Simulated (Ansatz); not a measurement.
# All-electron card of Sn

```yaml
crystal:
  lattice:
    - [0.00000, 3.24560, 3.24560]
    - [3.24560, 0.00000, 3.24560]
    - [3.24560, 3.24560, 0.00000]
  atoms:
    - { symbol: Sn, position: [0.50000, 0.50000, 0.50000] }
    - { symbol: Sn, position: [0.75000, 0.75000, 0.75000] }
```

Atom numbers follow the list: Sn1, Sn2.

The cell is COD entry 9008568, as deposited and not checked against the literature; nothing was relaxed.

Spin–orbit coupling is left out, though it moves levels of the heavy atoms by tenths of an eV or more.

All numbers below come from DFT, LDA, all-electron LAPW, scalar-relativistic (Ansatz 0.2.0).

The runs use a Γ-centred 9×9×9 k mesh, Fermi–Dirac smearing of 0.03 eV, basis error target 0.25 meV/atom, no spin polarisation.

```yaml
Pressure_at_this_cell: -0.35 GPa
Band_gap: none at this level of theory (metallic, semimetallic, or a small gap that the functional closes)
Density_of_states_at_the_Fermi_level_0.2_eV_bin: 0.08 states/eV per cell
Volume_per_atom: 34.19 Å³
```
